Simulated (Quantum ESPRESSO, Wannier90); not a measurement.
# Tight-binding from DFT: MoSe₂ (R3m)

Cell from Materials Project (mp-7581), symmetrised, no further relaxation. Not found in the COD (Crystallography Open Database) copy used, which has the formula in other groups; not checked further. Method: PBEsol plane waves in Quantum ESPRESSO 7.5 (PseudoDojo norm-conserving files, 69 Ry, no spin polarisation, no spin-orbit coupling), Bloch states on a 8×8×8 mesh through Γ, Wannier90 4.0.1. Density: 12×12×12 mesh, cold smearing 0.01 Ry. The cell is built of weakly bound layers, chains or molecules, whose nearest atoms lie 4.04 Å apart. Database cells relaxed without dispersion often hold them too far apart, which can enlarge gaps and weakens couplings between them; spacing and stacking were not compared with the measured crystal. Spin-orbit coupling, left out, would split the p-like bands by a few tenths of an eV.

On the energy scale of pw.x, whose zero is arbitrary, the valence-band maximum lies at 11.34 eV.

Input w.win:

```
num_bands = 21
num_wann = 11
exclude_bands = 1-16
num_iter = 0
conv_tol = 1.0e-6
conv_window = 4
dis_num_iter = 1000
dis_conv_tol = 1.0e-6
dis_froz_max = 13.93
write_hr = true
write_u_matrices = true
begin projections
Mo: d
Se: p
end projections
begin unit_cell_cart
ang
   -1.6600700900    2.8753257401    0.0000000000
   -3.3201401801    0.0000000000    0.0000000000
   -1.6600700900    0.9584419134    6.8597870000
end unit_cell_cart
begin atoms_frac
Mo  -0.3332400000 -0.3332400000 -0.0002800000
Se   0.4138470000  0.4138470000 -0.2415410000
Se   0.2530630000  0.2530630000  0.2408110000
end atoms_frac
mp_grid = 8 8 8
begin kpoints
0.0000000000 0.0000000000 0.0000000000
0.0000000000 0.0000000000 0.1250000000
0.0000000000 0.0000000000 0.2500000000
... (509 more lines: the 8x8x8 mesh through Gamma)
end kpoints
```

Input of pw2wannier90.x that gives the overlap and projection files (equivalent; here they were cut from one run over all bands):

```
&inputpp
  outdir = './out'
  prefix = 'pwscf'
  seedname = 'w'
  write_amn = .true.
  write_mmn = .true.
/
```

Output w.wout (banner and timings cut):

```
                                    ------
                                    SYSTEM
                                    ------

                              Lattice Vectors (Ang)
                    a_1    -1.660070   2.875326   0.000000
                    a_2    -3.320140   0.000000   0.000000
                    a_3    -1.660070   0.958442   6.859787

                   Unit Cell Volume:      65.48685  (Ang^3)

                        Reciprocal-Space Vectors (Ang^-1)
                    b_1     0.000000   2.185208  -0.305315
                    b_2    -1.892446  -1.092604  -0.305315
                    b_3     0.000000   0.000000   0.915945

 *----------------------------------------------------------------------------*
 |   Site       Fractional Coordinate          Cartesian Coordinate (Ang)     |
 +----------------------------------------------------------------------------+
 | mo   1  -0.33324  -0.33324  -0.00028   |    1.66007  -0.95844  -0.00192    |
 | se   1   0.41385   0.41385  -0.24154   |   -1.66007   0.95844  -1.65692    |
 | se   2   0.25306   0.25306   0.24081   |   -1.66007   0.95844   1.65191    |
 *----------------------------------------------------------------------------*
                                ------------
                                K-POINT GRID
                                ------------

             Grid size =  8 x  8 x  8      Total points =  512

 *---------------------------------- MAIN ------------------------------------*
 |  Number of Wannier Functions               :                11             |
 |  Number of Objective Wannier Functions     :                11             |
 |  Number of input Bloch states              :                21             |
 |  Output verbosity (1=low, 5=high)          :                 1             |
 |  Timing Level (1=low, 5=high)              :                 1             |
 |  Optimisation (0=memory, 3=speed)          :                 3             |
 |  Length Unit                               :               Ang             |
 |  Post-processing setup (write *.nnkp)      :                 F             |
 |  Using Gamma-only branch of algorithms     :                 F             |
 *----------------------------------------------------------------------------*
 *------------------------------- WANNIERISE ---------------------------------*
 |  Total number of iterations                :                 0             |
 |  Number of CG steps before reset           :                 5             |
 |  Trial step length for line search         :             2.000             |
 |  Convergence tolerence                     :         0.100E-05             |
 |  Convergence window                        :                 4             |
 |  Iterations between writing output         :                 1             |
 |  Iterations between backing up to disk     :               100             |
 |  Write r^2_nm to file                      :                 F             |
 |  Write xyz WF centres to file              :                 F             |
 |  Write on-site energies <0n|H|0n> to file  :                 F             |
 |  Use guiding centre to control phases      :                 F             |
 |  Use phases for initial projections        :                 F             |
 *----------------------------------------------------------------------------*
 *------------------------------- DISENTANGLE --------------------------------*
 |  Using band disentanglement                :                 T             |
 |  Total number of iterations                :              1000             |
 |  Mixing ratio                              :             0.500             |
 |  Convergence tolerence                     :         1.000E-06             |
 |  Convergence window                        :                 3             |
 *----------------------------------------------------------------------------*
 *-------------------------------- PLOTTING ----------------------------------*
 |  Plotting Hamiltonian in WF basis          :                 T             |
 *----------------------------------------------------------------------------*

       ... (k-mesh section left out)

 Starting a new Wannier90 calculation ...

 Reading overlaps from w.mmn

 Reading projections from w.amn

 *------------------------------- DISENTANGLE --------------------------------*
 +----------------------------------------------------------------------------+
 |                              Energy  Windows                               |
 |                              ---------------                               |
 |                   Outer:    5.31137  to   28.15193  (eV)                   |
 |                   Inner:    5.31137  to   13.93000  (eV)                   |
 +----------------------------------------------------------------------------+
   Number of target bands to extract:   11

                   Unitarised projection of Wannier functions
                   ------------------------------------------
   A_mn = <psi_m|g_n> --> S = A.A^+ --> U = S^-1/2.A
   In dis_project... done
   Using an inner window (linner = T)
   In dis_proj_froz... done

                   Extraction of optimally-connected subspace
                   ------------------------------------------
 +---------------------------------------------------------------------+<-- DIS
 |  Iter     Omega_I(i-1)      Omega_I(i)      Delta (frac.)           |<-- DIS
 +---------------------------------------------------------------------+<-- DIS
       1      20.02753634      19.43453904       3.051E-02    <-- DIS
       2      19.45242453      19.28970941       8.435E-03    <-- DIS
       3      19.31687190      19.18767520       6.733E-03    <-- DIS
       4      19.20871293      19.11099793       5.113E-03    <-- DIS
       5      19.12433623      19.05193210       3.800E-03    <-- DIS
       6      19.05876178      19.00566972       2.793E-03    <-- DIS
       ... (lines left out)
     101      18.79849660      18.79852034      -1.263E-06    <-- DIS
       ... (lines left out)
     106      18.79850138      18.79851916      -9.460E-07    <-- DIS
     107      18.79850219      18.79851898      -8.933E-07    <-- DIS
     108      18.79850295      18.79851881      -8.436E-07    <-- DIS

             <<<      Delta < 1.000E-06  over  3 iterations     >>>
             <<< Disentanglement convergence criteria satisfied >>>

        Final Omega_I    18.79851881 (Ang^2)

 +----------------------------------------------------------------------------+

 Writing checkpoint file w.chk... done

 *------------------------------- WANNIERISE ---------------------------------*
 +--------------------------------------------------------------------+<-- CONV
 | Iter  Delta Spread     RMS Gradient      Spread (Ang^2)            |<-- CONV
 +--------------------------------------------------------------------+<-- CONV

 ------------------------------------------------------------------------------
 Initial State
  WF centre and spread    1  (  1.660070, -0.958442, -0.001314 )     1.53483427
  WF centre and spread    2  (  1.660070, -0.977796, -0.000070 )     1.52325371
  WF centre and spread    3  (  1.660070, -0.938937, -0.000071 )     1.52326011
  WF centre and spread    4  (  1.660070, -1.051975, -0.000098 )     1.66384072
  WF centre and spread    5  (  1.660070, -0.864726, -0.000093 )     1.66389041
  WF centre and spread    6  ( -1.660071,  0.958442, -1.725088 )     2.11054813
  WF centre and spread    7  ( -1.660070,  0.965913, -1.607683 )     1.97402604
  WF centre and spread    8  ( -1.660070,  0.950789, -1.607683 )     1.97403084
  WF centre and spread    9  ( -1.660069,  0.958441,  1.725662 )     2.10828593
  WF centre and spread   10  ( -1.660070,  0.965830,  1.604760 )     1.97849211
  WF centre and spread   11  ( -1.660070,  0.950879,  1.604760 )     1.97849368
  Sum of centres and spreads ( -1.660070,  0.958419, -0.006917 )    20.03295594

      0     0.200E+02     0.0000000000       20.0329559392  <-- CONV
        O_D=      0.0330945 O_OD=      1.2013426 O_TOT=     20.0329559 <-- SPRD
 ------------------------------------------------------------------------------
 Final State
  WF centre and spread    1  (  1.660070, -0.958442, -0.001314 )     1.53483427
  WF centre and spread    2  (  1.660070, -0.977796, -0.000070 )     1.52325371
  WF centre and spread    3  (  1.660070, -0.938937, -0.000071 )     1.52326011
  WF centre and spread    4  (  1.660070, -1.051975, -0.000098 )     1.66384072
  WF centre and spread    5  (  1.660070, -0.864726, -0.000093 )     1.66389041
  WF centre and spread    6  ( -1.660071,  0.958442, -1.725088 )     2.11054813
  WF centre and spread    7  ( -1.660070,  0.965913, -1.607683 )     1.97402604
  WF centre and spread    8  ( -1.660070,  0.950789, -1.607683 )     1.97403084
  WF centre and spread    9  ( -1.660069,  0.958441,  1.725662 )     2.10828593
  WF centre and spread   10  ( -1.660070,  0.965830,  1.604760 )     1.97849211
  WF centre and spread   11  ( -1.660070,  0.950879,  1.604760 )     1.97849368
  Sum of centres and spreads ( -1.660070,  0.958419, -0.006917 )    20.03295594

         Spreads (Ang^2)       Omega I      =    18.798518811
        ================       Omega D      =     0.033094478
                               Omega OD     =     1.201342650
    Final Spread (Ang^2)       Omega Total  =    20.032955939
```
